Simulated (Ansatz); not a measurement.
AlPt₃N:
Space group Pm-3m (No. 221); a = 4.134 Å, b = 4.134 Å, c = 4.134 Å, α = 90.00°, β = 90.00°, γ = 90.00°

| atom | site | symmetry | x | y | z |
|---|---|---|---|---|---|
| Al | 1a | m-3m | 0.0000 | 0.0000 | 0.0000 |
| Pt | 3c | 4/mm.m | 0.0000 | 0.5000 | 0.5000 |
| N | 1b | m-3m | 0.5000 | 0.5000 | 0.5000 |

Relaxed with PBEsol.

Problem. Decompose the optical modes at the zone centre into irreducible representations, and say which are infrared and Raman allowed.

Solution. Point group m-3m: Γ_opt = 3T1u + T2u. Infrared: T1u. Raman: none.

Problem. Assign frequencies (DFPT, PBEsol (plane waves, PAW; program Ansatz)).

Solution. T1u 132i, T2u 97i, T1u 70, T1u 330 cm⁻¹.

The start of the workflow was typed in or built on a structure type; neither database checked (COD, Materials Project) lists it. Whether it is the stable phase at ambient conditions was not checked. Symmetry was held in the PBEsol relaxation. At this level the phase is dynamically unstable (imaginary phonons). No spin polarisation was allowed. The volume moved by 18 % from the start of the relaxation. Its formation energy is positive at this level, so the cell may be metastable or incomplete. As this level gives no gap, phonon frequencies hold no LO–TO term and depend on the k-mesh and smearing (Fermi–Dirac, 0.1 eV here). Spin–orbit coupling is left out wherever it is not named.

Potentials: the earlier of the program's two PAW sets. The files were generated under PBE; for other functionals the program regenerates the frozen cores, and for LDA and PBEsol the local potential too.
